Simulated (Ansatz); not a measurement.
Al3GaAs4:
```xyz
8
Lattice="4.0559 0.0000 0.0000 0.0000 4.0559 0.0000 0.0000 0.0000 11.4522" Properties=species:S:1:pos:R:3 pbc="T T T"
Ga     0.0000     0.0000     0.0000
As     2.0279     0.0000     1.4420
Al     2.0279     2.0279     2.8661
As     0.0000     2.0279     4.2959
Al     0.0000     0.0000     5.7261
As     2.0279     0.0000     7.1562
Al     2.0279     2.0279     8.5860
As     0.0000     2.0279    10.0102
```

Relaxed with PBE. Special points in fractions of this cell's reciprocal vectors: Γ (0.000, 0.000, 0.000); X (0.000, 0.500, 0.000); M (0.500, 0.500, 0.000); Z (0.000, 0.000, 0.500); R (0.000, 0.500, 0.500); A (0.500, 0.500, 0.500).

Problem. List the band energies nearest the valence-band maximum at these points for DFT-PBE with spin–orbit coupling in the program Ansatz with PAW potentials.

Solution. In eV from the valence-band maximum; about four levels below and three above (degenerate sets whole), none deeper than 8.9 eV; points with the same levels are listed once.

```
k                                below                          above
-  -----------------------------------  -----------------------------
Γ                -0.01 -0.01 0.00 0.00            1.17 1.17 1.41 1.41
X              -0.90 -0.90 -0.83 -0.83            1.35 1.35 1.87 1.87
M              -2.24 -2.24 -2.23 -2.23            1.40 1.40 1.41 1.41
Z              -0.59 -0.59 -0.44 -0.44            1.49 1.49 1.77 1.77
R              -1.01 -1.01 -0.90 -0.90  2.12 2.12 2.68 2.68 2.68 2.68
A  -2.62 -2.62 -2.61 -2.61 -2.61 -2.61            2.31 2.31 2.32 2.32
```

Space group P-4m2. The start of the workflow was typed in or built on a structure type; neither database checked (COD, Materials Project) lists it. Its standing as an ambient phase is unchecked. The PBE relaxation kept the symmetry of its start; whether a distortion lowers the energy is not shown.

Potentials: the earlier of the program's two PAW sets.
